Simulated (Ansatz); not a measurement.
# TiTl2Se6I6O12: ⁴⁷Ti nuclear quadrupole resonance

Cell: a refined structure from the COD, relaxed with PBE at fixed cell and then changed (all 6 O of one site replaced by Se, ions relaxed).

Space group R-3:H (No. 148); a = 11.4167, c = 11.3953 Å, γ = 120.00°.

```csv
site,Wyckoff,site symmetry,x,y,z
Ti,3b,-3.,0.0000,0.0000,0.5000
Tl,6c,3.,0.0000,0.0000,0.8713
I,18f,1,0.3070,0.0848,0.3608
O10,18f,1,0.1514,0.1081,0.3929
Se,18f,1,0.4010,0.2226,0.5480
O22,18f,1,0.4065,0.2498,0.2693
```

One atom of each set is listed; the run and its k-mesh use a cell of 27 atoms with edges of 7.61, 7.61, 7.61 Å.

Level of theory: DFT, PBE, plane waves and PAW, scalar-relativistic, 420 eV cutoff, Γ-centred 3×3×3 k-points, Fermi–Dirac smearing 0.02 eV (Ansatz 0.2.0).

⁴⁷Ti: I = 5/2, Q = 302.0 mb (year-2017 value). Static lattice, zero field.

Problem. The simulated lines lie at 3.45, 6.89 MHz. What are |C_Q|, η and |V_zz| at Ti?

Solution. For I = 5/2 and η = 0 the lines are 3|C_Q|/20 and twice that; η pulls their ratio below 2. Here |C_Q| = 23.0 MHz, η = 0.00 and |V_zz| = 3.15 × 10²¹ V/m². The calculation gives V_zz negative; the lines don't show the sign. The site has 6 O at 1.97 Å.

An axis of threefold or higher order runs through Ti, so V_zz lies along it and η is zero.

The substituted crystal keeps its parent's cell, where the PBE pressure is 14 GPa, so with PBE the cell would grow if it were relaxed. With a gap of 0.3 eV on this mesh, the gradients can still move by some per cent as the k-mesh gets denser.
